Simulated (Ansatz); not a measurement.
Data:

Br:
```cif
data_Br8
_chemical_formula_sum 'Br8'
_space_group_name_H-M_alt 'Cmce'
_space_group_IT_number 64
_space_group_name_Hall '-C 2ac 2'
_cell_length_a 6.98412
_cell_length_b 4.14744
_cell_length_c 8.57791
_cell_angle_alpha 90.000
_cell_angle_beta 90.000
_cell_angle_gamma 90.000
loop_
_atom_site_label
_atom_site_type_symbol
_atom_site_symmetry_multiplicity
_atom_site_Wyckoff_symbol
_atom_site_fract_x
_atom_site_fract_y
_atom_site_fract_z
_atom_site_occupancy
Br1 Br 8 f 0.00000 0.34903 0.38087 1
```
(The calculation used a cell of 4 atoms; values per cell refer to that cell.)

This is the PBE+D3(BJ)-relaxed structure.

Problem. All from DFT-PBE+D3(BJ) in the program Ansatz with PAW potentials, unless another level is named. Give the smallest direct gap on the standard path.

Solution. 1.36 eV.

Problem. Predict the band gap.

Solution. 1.31 eV (indirect).

Problem. Predict the valence-band maximum.

Solution. at Γ.

The cell was relaxed with PBE+D3(BJ) under the symmetry of its start. The substance is a gas or liquid at ambient conditions; this is its low-temperature solid. Spin–orbit coupling is left out wherever it is not named.

Potentials: the later of the program's two PAW sets.
